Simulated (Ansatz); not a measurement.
Al (fcc)

Level of theory: DFT, r²SCAN, scalar-relativistic, no spin polarisation; plane waves to 500 eV with PAW datasets (Ansatz 0.2.0), Γ-centred 18×18×18 mesh, 0.05 eV Gaussian smearing. The datasets are Ansatz's generated set soft_2.

```
CELL_PARAMETERS angstrom
0.00000 1.99565 1.99565
1.99565 0.00000 1.99565
1.99565 1.99565 0.00000
ATOMIC_POSITIONS crystal
Al 0.00000 0.00000 0.00000
```

```
Space group : Fm-3m (No. 225)
Volume      : 15.90 Å³/atom
```

Problem. Fill in the band gap (r²SCAN).

Solution. zero (metallic).

The calculation's cell holds 3 valence electrons, an odd number. Without magnetic order each band takes two, so one stays part-filled and the crystal must be a metal.

**What was measured.** “The interpretation of polycrystalline coherent inelastic neutron scattering from aluminium”, 2013, pmc:3831299 quotes, for a bulk crystal of Al: lattice constant a 4.0495 Å.

The results are compared with them further down.

**Against experiment.** Measured lattice constant a of Al: 4.0495 Å (quoted in “The interpretation of polycrystalline coherent inelastic neutron scattering from aluminium”, 2013, pmc:3831299). This calculation gives 3.991 Å (-1.4 %). The calculation is for a static lattice, without zero-point motion or thermal expansion.
